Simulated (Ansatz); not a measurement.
# Structures of PdPt₂: which is lowest?

Plane-wave DFT in Ansatz with scalar-relativistic PAW potentials, cutoff 420 eV, Γ-centred meshes chosen by cell and gap, Gaussian smearing with energies taken to zero width. Every cell was relaxed (cell and atoms) in a run of its own, within the symmetry of its start. Functional: PBE.

Relaxed structures (starts from databases or built by putting these elements on another compound's sites):
A. Fd-3m, 6 atoms in the computed cell, a = 7.388 Å; sites (symmetry × multiplicity) Pd -43m × 8, Pt .-3m × 16; start: built
B. I4/mmm, 3 atoms in the computed cell, a = 3.375 Å, c = 8.259 Å; sites (symmetry × multiplicity) Pd 4/mmm × 2, Pt 4mm × 4; start: built

Problem. Rank them by energy. Could pressure change the order?

Solution.
```csv
structure,group,E − E(lowest) (meV/atom),V (Å³/atom),gap on mesh (eV)
B,I4/mmm,0.0,15.68,0.00
A,Fd-3m,156,16.80,0.00
```

B is lowest, 156 meV/atom under A. The lowest is also the densest of these, so pressure wouldn't bring one of the others in at first order. Other structures may lie lower than all of these, and vibrations aren't counted.

Spin-orbit coupling is left out, which matters for the bands of heavy elements.